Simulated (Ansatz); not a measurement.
Polymorphs of SnTePbSe, each relaxed with the program Ansatz at the PBEsol level (PAW):

A: R3m
a = 4.380 Å, b = 4.380 Å, c = 21.441 Å, α = 90.00°, β = 90.00°, γ = 120.00°

| atom | site | symmetry | x | y | z |
|---|---|---|---|---|---|
| Sn | 3a | 3m | 0.0000 | 0.0000 | 0.4938 |
| Te | 3a | 3m | 0.0000 | 0.0000 | 0.2476 |
| Pb | 3a | 3m | 0.0000 | 0.0000 | 0.0051 |
| Se | 3a | 3m | 0.0000 | 0.0000 | 0.7535 |

B: P4/mmm
a = b = 4.4044 Å, c = 6.1999 Å, α = β = γ = 90.00°

```json
[
 {"atom": "Sn", "site": "1d", "symmetry": "4/mmm", "x": "0.5000", "y": "0.5000", "z": "0.5000"},
 {"atom": "Te", "site": "1c", "symmetry": "4/mmm", "x": "0.5000", "y": "0.5000", "z": "0.0000"},
 {"atom": "Pb", "site": "1a", "symmetry": "4/mmm", "x": "0.0000", "y": "0.0000", "z": "0.0000"},
 {"atom": "Se", "site": "1b", "symmetry": "4/mmm", "x": "0.0000", "y": "0.0000", "z": "0.5000"}
]
```

Question: Rank these by energy per atom at 0 K (lowest first), as PBEsol gives it.

Answer: A (+0 meV/atom), B (+43 meV/atom)

Question: Give each one's gap.

Answer: A 0.10 eV; B no gap.

Standing as an ambient phase not checked: A; B. Unstable at this level: B. All cells were relaxed under the symmetry of their starts (and spin orders); stability against distortions was not tested throughout. Spin–orbit coupling is left out wherever it is not named.

Energies hold the estimated change up to a 700 eV cutoff; steps of a few meV lie near the error of the meshes.

Potentials: the later of the program's two PAW sets.
